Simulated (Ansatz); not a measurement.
System: Rh₂Au (cadmium iodide prototype, strained and with displaced atoms), 3 atoms in the cell.

The calculation used Ansatz, PBE, all-electron LAPW, point nucleus.

k-mesh 3×3×1 Γ-centred; Fermi–Dirac smearing of 0.15 eV; no spin polarisation; no spin–orbit coupling.

```xyz
3
Lattice="3.7935 -0.0720 0.0972 -1.9591 3.1467 -0.0236 0.1587 0.0471 5.9826" Properties=species:S:1:pos:R:3:forces:R:3 pbc="T T T" pressure_GPa=-5.11
Au    1.9933    0.8779    5.1060    0.2704    1.7712    0.7284
Rh    2.0243    3.0664    6.6220   -1.0142   -0.4038    0.7513
Rh    3.9297    2.0957    9.6836    0.7438   -1.3674   -1.4797
```

Forces are in eV/Å.

```yaml
Largest_force: 2.148 eV/Å on Rh3
```

The k-mesh is coarse, so these values belong to this mesh and can lie far from the converged ones. The elements were drawn onto a prototype; most such cells aren't known phases.
